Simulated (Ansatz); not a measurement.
Te$_{2}$Mo:
```xyz
12
Lattice="6.7572 0.0000 0.0000 0.0000 6.6941 0.0000 -1.1453 0.0000 6.8793" Properties=species:S:1:pos:R:3 pbc="T T T"
Mo     1.6555     0.3168     1.3800
Mo     4.5291     3.6639     2.0597
Mo     3.9564     6.3773     5.4993
Mo     1.0829     3.0303     4.8196
Te     0.1496     2.3249     2.3691
Te     6.0350     5.6719     1.0706
Te     5.4623     4.3693     4.5102
Te    -0.4230     1.0222     5.8088
Te     2.4701     5.1061     3.3785
Te     3.7145     1.7590     0.0611
Te     3.1419     1.5881     3.5008
Te     1.8974     4.9351     6.8182
```

Relaxed with PBE. Special points in fractions of this cell's reciprocal vectors: Γ (0.000, 0.000, 0.000); Z (0.000, 0.500, 0.000); D (0.000, 0.500, 0.500); B (0.000, 0.000, 0.500); A (-0.500, 0.000, 0.500); E (-0.500, 0.500, 0.500); C2 (-0.500, 0.500, 0.000); Y2 (-0.500, 0.000, 0.000).

Question: List the band energies nearest the Fermi level at these points for PBE in the plane-wave PAW code Ansatz.

Answer: In eV from the Fermi level; about four levels below and three above (degenerate sets whole), none deeper than 8.9 eV; points with the same levels are listed once.

| k | below | above |
|---|---|---|
| Γ | -0.37 -0.14 -0.10 -0.02 | 0.64 0.72 0.73 |
| Z | -0.22 -0.22 -0.04 -0.04 | 0.50 0.50 1.26 1.26 |
| D | -0.61 -0.61 -0.57 -0.57 | 0.27 0.27 0.58 0.58 |
| B | -0.91 -0.91 -0.59 -0.59 | 0.11 0.11 0.27 0.27 |
| A | -1.11 -1.11 -0.74 -0.74 | 0.03 0.03 0.26 0.26 |
| E | -0.43 -0.43 -0.36 -0.36 | 0.12 0.12 0.15 0.15 |
| C2 | -0.45 -0.45 -0.14 -0.14 | 0.32 0.32 0.44 0.44 |
| Y2 | -0.64 -0.46 -0.44 -0.28 | 0.37 0.40 0.45 |

Space group P2_1/c. The cell is a constructed one: a structure type filled with these elements; neither database checked (COD, Materials Project) lists it. It is not the phase usual at ambient conditions (space group No. 194). The cell was relaxed with PBE under the symmetry of its start; its stability against distortions is not shown here. No spin polarisation was allowed. Scalar-relativistic: spin–orbit coupling is off unless named, which matters more the heavier the elements.

Potentials: the later of the program's two PAW sets.
